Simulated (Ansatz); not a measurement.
# What DFT gives for Bi

```
Bi
1.0
    -2.45318    2.45318    2.63778
     2.45318   -2.45318    2.63778
     2.45318    2.45318   -2.63778
Bi
1
Direct
  0.00000 0.00000 0.00000
```

Method: r2SCAN, no spin polarisation; PAW, plane waves to 500 eV, 10×10×10 Γ-centred mesh, fermi-dirac occupations (width 0.0139 eV) (Ansatz 0.2.0), atoms fixed.

Task: Is there a gap?

Result: It is a metal, with about 1.6 states/eV a cell as the mean within 0.25 eV of the Fermi level, mostly Bi p (99 %).

Task: Is the cell too large or too small?

Result: The pressure is -7.3 GPa (compression positive), so with the atoms held at these fractions the cell would first shrink.

Task: What do density and ELF say about some of the short contacts?

Result: Bi–Bi at 4.36 Å: least valence density 0.05 e/Å³ and ELF 0.23 there. These are pseudo-fields; inside the PAW spheres they differ from the all-electron ones.

Origin: a known structure type with other elements, at an estimated volume, so it need not be a known compound. Caveats: many states at the Fermi level without spin polarisation, so a magnetic state may lie lower.
